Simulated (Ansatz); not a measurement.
# Si2Mo: from a starting cell to a relaxed one

The start is a relaxed Si2Mo cell, doubled along one cell vector, shaken by Gaussian noise of σ = 0.08 Å a coordinate. Cell shape, volume and atoms are optimised at zero target pressure with r2SCAN (plane waves to 500 eV, PAW, scalar-relativistic; Ansatz, a quantum-chemistry and plane-wave program). The first steps use a coarse 6×3×9 k-mesh.

Starting cell:
```
CELL_PARAMETERS angstrom
      4.29266     0.00000     0.00000
     -4.29266     7.43511     0.00000
      0.00000     0.00000     2.57440
ATOMIC_POSITIONS crystal
  Mo 0.00034 0.00199 0.46336
  Mo 0.02243 0.51147 0.50030
  Si 0.33016 0.33983 0.05538
  Si 0.30803 0.82436 0.95339
  Si 0.65599 0.16249 0.02897
  Si 0.67564 0.67441 0.03120
```

Largest initial force: about 1.2 eV/Å, on Si4 (atoms numbered as listed)
Energy released: 0.72 eV/atom
Volume change: -2.4 %, from 13.69 to 13.36 Å³/atom
Relative to the parent: It does not go back: it reaches I4/mmm (No. 139), AFLOW prototype AB2_tI6_139_a_e (C11_b, as in Si2Mo), 0.70 eV/atom below the parent
Shortest distances (start → end): The closest pairs of elements (up to four, under 3.6 Å), start → end: Si–Si 2.36 → 2.58 Å; Mo–Mo 2.57 → 3.20 Å; Mo–Si 2.61 → 2.60 Å
Optimiser moves: 15

Relaxed structure:

```cif
data_Mo2Si4
_chemical_formula_sum 'Mo2 Si4'
_space_group_name_H-M_alt 'I4/mmm'
_space_group_IT_number 139
_space_group_name_Hall '-I 4 2'
_cell_length_a 3.20209
_cell_length_b 3.20209
_cell_length_c 7.81971
_cell_angle_alpha 90.000
_cell_angle_beta 90.000
_cell_angle_gamma 90.000
loop_
_atom_site_label
_atom_site_type_symbol
_atom_site_symmetry_multiplicity
_atom_site_Wyckoff_symbol
_atom_site_fract_x
_atom_site_fract_y
_atom_site_fract_z
_atom_site_occupancy
Mo1 Mo 2 a 0.00000 0.00000 0.00000 1
Si1 Si 4 e 0.00000 0.00000 0.33532 1
```
(The calculation used a cell of 3 atoms; values per cell refer to that cell.)

Final values are on a 20×20×20 k-mesh of the relaxed cell. No spin polarisation in the result.

Of the parent cell (P6/mmm (No. 191)): it is a generated cell of Si2Mo: the first start was made by placing the elements on the sites of a structure type, and the end was not matched to a known phase here, so it may be hypothetical. Known forms of Si2Mo include space group No. 139.
